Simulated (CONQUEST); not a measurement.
Worked example: self-consistent single point of Sb (Pm-3m, 1 atom in the cell; from Materials Project mp-133, changed as shown) in CONQUEST.

Method: CONQUEST with PBEsol, numerical atomic orbitals double-zeta with polarisation (the shipped basis), PseudoDojo norm-conserving potentials made for PBEsol.

The change in words: volume scaled by 1.01. Reference geometry (Pm-3m):
```yaml
crystal:
  lattice:
    - [3.11171, 0.00000, 0.00000]
    - [0.00000, 3.11171, 0.00000]
    - [0.00000, 0.00000, 3.11171]
  atoms:
    - { symbol: Sb, position: [0.00000, 0.00000, 0.00000] }
```

Reference input (self-consistent single point, DFT, PBEsol, numerical atomic orbitals double-zeta with polarisation (the shipped basis), PseudoDojo norm-conserving potentials made for PBEsol): basis = DZP; Diag.MPMeshX, Y, Z = 10 10 10; potentials = PseudoDojo norm-conserving PBEsol; Grid.GridCutoff = 140 Ha; DM.SolutionMethod = diagon; Diag.kT = 0.003675 Ha; Diag.GammaCentred = true; minE.SCTolerance = 1.0e-06; SC.MaxIters = 100; SC.LinearMixingFactor = 0.5; SC.KerkerPreCondition = true; SC.KerkerFactor = 0.5 1/bohr. This run's input differs from it in these lines:

```diff
@@ -31,5 +31,5 @@
 # file: input.coords
-     5.880274010      0.000000000      0.000000000
-     0.000000000      5.880274010      0.000000000
-     0.000000000      0.000000000      5.880274010
+     5.899808109      0.000000000      0.000000000
+     0.000000000      5.899808109      0.000000000
+     0.000000000      0.000000000      5.899808109
 1
```

The program printed (abridged):

```
    PulayMixSC: Starting Pulay mixing, A_up =  0.500 A_dn =  0.500
    PulayMixSC: Spin non-polarised calculation.
    PulayMixSC: with Kerker preconditioning, q0 =  0.500
          Harris-Foulkes Energy            :       -90.773025067434034 Ha
          Free Energy (E-TS)               :       -90.773492059516613 Ha
    PulayMixSC: Pulay iteration     1 residual:              0.12351E-02
          Harris-Foulkes Energy            :       -90.772817449872093 Ha
          Free Energy (E-TS)               :       -90.773284001015057 Ha
    PulayMixSC: Pulay iteration     2 residual:              0.10600E-02
   [... lines left out ...]
          Free Energy (E-TS)               :       -90.772481114339399 Ha
    PulayMixSC: Pulay iteration    15 residual:              0.13130E-05
          Harris-Foulkes Energy            :       -90.772019866111734 Ha
          Free Energy (E-TS)               :       -90.772480921744204 Ha
    PulayMixSC: Pulay iteration    16 residual:              0.10580E-05
          Harris-Foulkes Energy            :       -90.772019805215024 Ha
          Free Energy (E-TS)               :       -90.772480859411644 Ha
    PulayMixSC: Pulay iteration    17 residual:              0.94217E-06
    PulayMixSC: Reached SCF tolerance of  0.94217E-06 after     17 iterations
      | Number of electrons      =        15.000034
      | GS Energy as E-(1/2)TS   =       -90.772250332313334 Ha
      | Free Energy as E-TS      =       -90.772480859411644 Ha
      |* Harris-Foulkes energy   =       -90.772019805215024 Ha
      |* DFT total energy        =       -90.772019805049624 Ha

    force: Forces on atoms (Ha/a0)
    force:  Atom   X              Y              Z
    force:     1  -0.0000000000  -0.0000000000  -0.0000000000

    force: Maximum force :        0.00000000(Ha/a0) on atom         1 in y direction
    force: Force Residual:        0.00000000 Ha/a0
    force: Total stress:          3.07826406     0.00000000     0.00000000 GPa
                             0.00000000     3.07826406     0.00000000
                             0.00000000     0.00000000     3.07826406
    force: Average pressure:     -3.07826406 GPa

    get_E_and_F: Change in energy during last step of electronic optimisation:  0.60897E-07
```

The run converged in 17 iterations. CONQUEST prints the stress tensor with tension positive. Against the reference run the free energy rises by 5.1 meV/atom and the pressure goes from -2.25 to -3.08 GPa.

The program uses no crystal symmetry, so grid and mesh can part values that symmetry would make equal. The atom-centred basis is finite, which shifts total energies and pressures against plane waves. The structure comes from a collection of computed structures, made at another level of theory; the collection holds predicted forms beside known ones. Its lattice was then scaled.

Cost on one core: around 70 core-seconds (rough).
